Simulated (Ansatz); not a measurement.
**Structure optimisation: nitrogen, solid alpha-N2**

Method: Ansatz, DFT, revPBE, plane waves (420 eV) with PAW, scalar-relativistic. The PAW files were generated under PBE, with cores re-solved for the functional.

k-point mesh 3×3×3, Fermi-Dirac smearing 0.05 eV, no spin polarisation. Cell and atoms relax.

Starting structure:

```
N
1.0
     5.64400    0.00000    0.00000
     0.00000    5.64400    0.00000
     0.00000    0.00000    5.64400
N
8
Direct
  0.05400 0.05400 0.05400
  0.44600 0.94600 0.55400
  0.55400 0.44600 0.94600
  0.94600 0.55400 0.44600
  0.94600 0.94600 0.94600
  0.55400 0.05400 0.44600
  0.44600 0.55400 0.05400
  0.05400 0.44600 0.55400
```

Question: What cell does the relaxation end in?

Answer: Pa-3 with a = 6.874 Å; 40.61 Å³ per atom against 22.47 at the start (80.7 %).

Question: How much energy does the relaxation gain?

Answer: 128.6 meV per atom.

This functional, with no dispersion term, lets the cell expand far past the measured one.
